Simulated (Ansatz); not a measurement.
SiRu2:
```xyz
6
Lattice="3.7121 0.0000 0.0000 0.0000 3.7121 0.0000 0.0000 0.0000 5.9140" Properties=species:S:1:pos:R:3 pbc="T T T"
Ru     0.0000     0.0000     0.0000
Ru     1.8561     1.8561     0.0000
Ru     1.8561     0.0000     1.9826
Ru     0.0000     1.8561     3.9313
Si     1.8561     0.0000     4.2946
Si     0.0000     1.8561     1.6193
```

Relaxed with PBEsol. Special points in fractions of this cell's reciprocal vectors: Γ (0.000, 0.000, 0.000); X (0.000, 0.500, 0.000); M (0.500, 0.500, 0.000); Z (0.000, 0.000, 0.500); R (0.000, 0.500, 0.500); A (0.500, 0.500, 0.500).

Task: List the band energies nearest the Fermi level at these points for DFT-PBEsol in the program Ansatz with PAW potentials.

Result: In eV from the Fermi level; about four levels below and three above (degenerate sets whole), none deeper than 8.9 eV; points with the same levels are listed once.

```tsv
k	below	above
Γ	-1.54 -1.45 -1.45 -0.89	0.17 0.17 0.32 0.32
X	-1.08 -1.08 -0.25 -0.25	1.50 1.50 2.79 2.79
M	-1.57 -1.57 -1.27 -1.27	0.23 0.23 1.72 1.72
Z	-1.54 -1.54 -1.12 -0.51	0.77 0.84 2.51
R	-1.81 -1.81 -0.74 -0.74	0.33 0.33 0.40 0.40
A	-1.46 -1.46 -0.98 -0.98	0.29 0.29 0.58 0.58
```

Space group P4/nmm. The cell is a constructed one: a structure type filled with these elements; neither database checked (COD, Materials Project) lists it. Whether it is the stable phase at ambient conditions was not checked. The PBEsol relaxation kept the symmetry of its start; whether a distortion lowers the energy is not shown. No spin polarisation was allowed. Spin–orbit coupling is left out wherever it is not named.

Potentials: the earlier of the program's two PAW sets. The files were generated under PBE; for other functionals the program regenerates the frozen cores, and for LDA and PBEsol the local potential too.
